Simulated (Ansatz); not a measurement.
Relaxed-ion elastic tensor of NaF (rock salt, Fm-3m) in GPa (Voigt order), r²SCAN in the plane-wave PAW code Ansatz; density 2.88 g/cm³, 12.12 Å³ per atom.

```
 119  22.3  22.3   0.0   0.0   0.0
22.3   119  22.3   0.0   0.0   0.0
22.3  22.3   119   0.0   0.0   0.0
 0.0   0.0   0.0  28.8   0.0   0.0
 0.0   0.0   0.0   0.0  28.8   0.0
 0.0   0.0   0.0   0.0   0.0  28.8
```

**Question.** Is the crystal mechanically stable?

**Answer.** Yes: the smallest eigenvalue of C is 28.8 GPa.

**Question.** Work out the Voigt, Reuss and Hill averages.

**Answer.** K_V = 54.4, K_R = 54.4, K_H = 54.4; G_V = 36.5, G_R = 34.3, G_H = 35.4 GPa.

**Question.** Give Young's modulus, Poisson's ratio, Pugh's ratio and the universal anisotropy index.

**Answer.** E = 9KG/(3K + G) = 87.3 GPa; ν = 0.23; K/G = 1.54 (brittle by the Pugh limit of 1.75); A_U = 5G_V/G_R + K_V/K_R − 6 = 0.32.

**Question.** Estimate the sound speeds and the Debye temperature.

**Answer.** v_l = √((K + 4G/3)/ρ) = 5950 m/s, v_t = √(G/ρ) = 3510 m/s, mean 3890 m/s; Θ = (h/k)(3n/4πV)^(1/3) v_m = 504 K.

**Question.** Give the Zener ratio and Young's modulus along [100], [110] and [111].

**Answer.** A = 2C44/(C11 − C12) = 0.60; 1/E = S11 − 2(S11 − S12 − S44/2)Γ with Γ = 0, 1/4, 1/3 gives 112, 80.3, 73.5 GPa.

The r²SCAN relaxation kept the symmetry of its start; phonons on a q-mesh show no instability.

Potentials: the later of the program's two PAW sets.
